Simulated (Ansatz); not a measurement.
SnPt in space group P6/mmm (No. 191; Pt on 3f, Sn on 1a, Sn on 2d) under volume change, the program Ansatz at the PBEsol level (PAW), shape and atoms relaxed at each volume.

```csv
V (Å³/atom),E − E(relaxed) (meV/atom),P (GPa)
18.787,83.8,16.02
19.407,34.7,9.60
20.026,8.1,4.33
20.645,0.0,0.00
21.265,7.1,-3.55
21.884,26.6,-6.46
22.503,56.3,-8.83
```

What does a third-order Birch–Murnaghan fit give for V₀, B₀ and B′?

V₀ = 20.65 Å³/atom, B₀ = 130 GPa, B′ = 5.6.

A made-up cell: these elements were put on the sites of a structure type; neither database checked (COD, Materials Project) lists it. COD files the formula under space group No. 194. Whether it is the stable phase at ambient conditions was not checked. The cell was relaxed with PBEsol under the symmetry of its start; whether a distortion lowers the energy is not shown. No spin polarisation was allowed. Scalar-relativistic: spin–orbit coupling is off unless named, which matters more the heavier the elements.

Potentials: the earlier of the program's two PAW sets. The files were generated under PBE; for other functionals the program regenerates the frozen cores, and for LDA and PBEsol the local potential too.
